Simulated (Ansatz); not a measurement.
CaTiO₃:
```cif
data_Ca2O6Ti2
_chemical_formula_sum 'Ca2 Ti2 O6'
_space_group_name_H-M_alt 'P 1'
_space_group_IT_number 1
_cell_length_a 5.42734
_cell_length_b 5.42734
_cell_length_c 5.42734
_cell_angle_alpha 59.661
_cell_angle_beta 59.661
_cell_angle_gamma 59.661
loop_
_space_group_symop_operation_xyz
  'x, y, z'
loop_
_atom_site_label
_atom_site_type_symbol
_atom_site_fract_x
_atom_site_fract_y
_atom_site_fract_z
_atom_site_occupancy
Ca1 Ca 0.27614 0.27614 0.27614 1
Ca2 Ca 0.77614 0.77614 0.77614 1
Ti1 Ti 0.01619 0.01619 0.01619 1
Ti2 Ti 0.51619 0.51619 0.51619 1
O1 O 0.74850 0.18288 0.32659 1
O2 O 0.32659 0.74850 0.18288 1
O3 O 0.18288 0.32659 0.74850 1
O4 O 0.82659 0.68288 0.24850 1
O5 O 0.24850 0.82659 0.68288 1
O6 O 0.68288 0.24850 0.82659 1
```

Relaxed with PBEsol.

### Question
Which orbitals make up the states near the band edges in PBEsol (plane waves, PAW; program Ansatz)?

### Answer
Top 1 eV of the valence band: O 2p 93 %. Bottom 1 eV of the conduction band: Ti 3d 82 %, O 2p 14 %. Projections are on Löwdin-orthogonalised atomic valence shells; empty p or d shells of many metals are not among them.

### Question
Tabulate the density of states.

### Answer
States/eV per cell of 10 atoms, in 0.25 eV bins, energy from the valence-band maximum.

| E (eV) | total | O 2p | Ti 3d | Ca 4s |
|---|---|---|---|---|
| -4.55 | 0.00 | 0.00 | 0.00 | 0.00 |
| -4.30 | 0.90 | 0.63 | 0.20 | 0.04 |
| -4.05 | 10.91 | 7.95 | 2.01 | 0.22 |
| -3.80 | 8.95 | 6.49 | 1.84 | 0.17 |
| -3.55 | 10.03 | 7.26 | 2.29 | 0.11 |
| -3.30 | 7.39 | 5.53 | 1.46 | 0.09 |
| -3.05 | 8.66 | 6.72 | 1.45 | 0.09 |
| -2.80 | 10.42 | 8.36 | 1.50 | 0.05 |
| -2.55 | 11.23 | 9.31 | 1.33 | 0.04 |
| -2.30 | 6.54 | 5.31 | 0.88 | 0.05 |
| -2.05 | 5.00 | 4.10 | 0.63 | 0.03 |
| -1.80 | 6.14 | 5.22 | 0.56 | 0.05 |
| -1.55 | 6.86 | 5.96 | 0.47 | 0.08 |
| -1.30 | 5.95 | 5.31 | 0.33 | 0.05 |
| -1.05 | 8.62 | 7.82 | 0.44 | 0.03 |
| -0.80 | 11.28 | 10.30 | 0.57 | 0.03 |
| -0.55 | 12.21 | 11.38 | 0.43 | 0.03 |
| -0.30 | 10.00 | 9.54 | 0.16 | 0.02 |
| -0.05 | 2.90 | 2.80 | 0.03 | 0.00 |
| 0.20 | 0.00 | 0.00 | 0.00 | 0.00 |
| 0.45 | 0.00 | 0.00 | 0.00 | 0.00 |
| 0.70 | 0.00 | 0.00 | 0.00 | 0.00 |
| 0.95 | 0.00 | 0.00 | 0.00 | 0.00 |
| 1.20 | 0.00 | 0.00 | 0.00 | 0.00 |
| 1.45 | 0.00 | 0.00 | 0.00 | 0.00 |
| 1.70 | 0.00 | 0.00 | 0.00 | 0.00 |
| 1.95 | 0.00 | 0.00 | 0.00 | 0.00 |
| 2.20 | 0.00 | 0.00 | 0.00 | 0.00 |
| 2.45 | 0.00 | 0.00 | 0.00 | 0.00 |
| 2.70 | 0.00 | 0.00 | 0.00 | 0.00 |
| 2.95 | 2.30 | 0.22 | 2.02 | 0.00 |
| 3.20 | 4.27 | 0.47 | 3.65 | 0.01 |
| 3.45 | 5.37 | 0.73 | 4.41 | 0.02 |
| 3.70 | 7.00 | 1.13 | 5.54 | 0.04 |
| 3.95 | 6.63 | 1.21 | 5.12 | 0.05 |
| 4.20 | 11.60 | 2.19 | 8.82 | 0.12 |
| 4.45 | 10.50 | 2.00 | 7.79 | 0.22 |
| 4.70 | 0.35 | 0.07 | 0.25 | 0.00 |
| 4.95 | 0.00 | 0.00 | 0.00 | 0.00 |
| 5.20 | 0.00 | 0.00 | 0.00 | 0.00 |
| 5.45 | 1.15 | 0.13 | 0.84 | 0.01 |
| 5.70 | 4.06 | 0.48 | 2.88 | 0.02 |
| 5.95 | 4.26 | 0.56 | 2.91 | 0.02 |
| 6.20 | 3.15 | 0.48 | 2.01 | 0.02 |
| 6.45 | 3.23 | 0.50 | 1.72 | 0.09 |
| 6.70 | 4.71 | 0.47 | 1.31 | 0.17 |
| 6.95 | 6.85 | 0.70 | 1.74 | 0.33 |
| 7.20 | 9.68 | 0.79 | 1.43 | 0.51 |
| 7.45 | 10.79 | 0.91 | 1.36 | 0.55 |
| 7.70 | 12.75 | 1.15 | 1.68 | 0.47 |

Space group R3c. The start of the workflow was typed in or built on a structure type; neither database checked (COD, Materials Project) lists it. COD files the formula under space group No. 11, 62, 65, 140, 221. Whether it is the stable phase at ambient conditions was not checked. The PBEsol relaxation kept the symmetry of its start; its stability against distortions is not shown here. The workflow began spin-polarised and lost its moments.

Potentials: the earlier of the program's two PAW sets. The files were generated under PBE; for other functionals the program regenerates the frozen cores, and for LDA and PBEsol the local potential too.
